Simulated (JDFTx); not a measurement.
| Quantity | Value |
|---|---|
| surface | Tl(1 0 -1 0) |
| bulk | Tl, P6_3/mmc, lattice of mp-82 (not re-optimised) |
| slab | 6 atoms in 6 planes, 1x1, 7.1 Å between the outermost planes |
| in-plane cell | 3.497 × 5.647 Å, 19.75 Å² |
| cell height | 23.1 Å |
| sampling | 6×4×1 k mesh, Fermi smearing 0.01 Ha, no spin polarisation |

All numbers are PBE, GBRV ultrasoft potentials, plane waves to 20/100 Ha results from a modified build of JDFTx, not measurements. Liquid on both sides: linear PCM (GLSSA13), water, 1 M NaF; nuclei fixed. 

Charging data:

| U − U_pzc (V) | σ (μC/cm²) |
|---|---|
| -0.90 | -14.81 |
| -0.50 | -8.49 |
| -0.23 | -4.00 |
| -0.15 | -2.58 |
| 0.00 | 0.00 |
| 0.50 | 9.65 |
| 0.90 | 18.26 |

Working it through: a check of Lippmann's equation. The grand free energy per area against the neutral slab, Δγ = [F(N) − F(N₀) − μ(N − N₀)]/2A, is taken from the total energies of the same runs.

| U − U_pzc (V) | Δγ (mJ/m²) |
|---|---|
| -0.90 | -68.1 |
| -0.50 | -21.4 |
| -0.23 | -4.6 |
| -0.15 | -1.9 |
| 0.00 | 0.0 |
| 0.50 | -23.9 |
| 0.90 | -79.3 |

Δγ is largest at zero charge and falls away from it, as dγ/dU = −σ demands. At 0.90 V the computed -79.3 mJ/m² stands beside -82.6 mJ/m² from the constant-capacitance formula.
